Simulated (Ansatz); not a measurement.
Ga:
```
Ga
1.0
    2.23967    -3.79813     0.00000
    2.23967     3.79813     0.00000
    0.00000     0.00000     4.48580
Ga
4
Direct
  0.65594   0.34406   0.41663
  0.34406   0.65594   0.58337
  0.84406   0.15594   0.91663
  0.15594   0.84406   0.08337
```

Relaxed with PBEsol. Special points in fractions of this cell's reciprocal vectors: Γ (0.000, 0.000, 0.000); Y (-0.500, 0.500, 0.000); C0 (-0.337, 0.663, 0.000); Σ0 (0.337, 0.337, 0.000); Z (0.000, 0.000, 0.500); A0 (0.337, 0.337, 0.500); E0 (-0.337, 0.663, 0.500); T (-0.500, 0.500, 0.500); S (0.000, 0.500, 0.000); R (0.000, 0.500, 0.500).

Task: List the band energies nearest the Fermi level at these points for PBEsol with spin–orbit coupling (plane waves, PAW; program Ansatz).

Result: In eV from the Fermi level; about four levels below and three above (degenerate sets whole), none deeper than 8.9 eV; points with the same levels are listed once.

```
k                     below                above
--  -----------------------  -------------------
Γ   -1.75 -1.75 -0.81 -0.81  0.86 0.86 0.93 0.93
Y   -1.76 -1.76 -1.62 -1.62  1.05 1.05 1.17 1.17
C0  -0.20 -0.20 -0.10 -0.10  0.98 0.98 1.99 1.99
Z   -0.08 -0.08 -0.08 -0.08  0.06 0.06 0.06 0.06
A0  -3.76 -3.76 -3.76 -3.76  4.09 4.09 4.14 4.14
T   -0.99 -0.99 -0.99 -0.99  6.79 6.79 6.79 6.79
S   -1.44 -1.44 -1.44 -1.44  0.71 0.71 0.71 0.71
R   -1.62 -1.62 -1.61 -1.61  0.48 0.48 0.50 0.50
```

Space group Cmce (α-Ga). The cell was relaxed with PBEsol under the symmetry of its start.

Potentials: the earlier of the program's two PAW sets. The files were generated under PBE; for other functionals the program regenerates the frozen cores, and for LDA and PBEsol the local potential too.
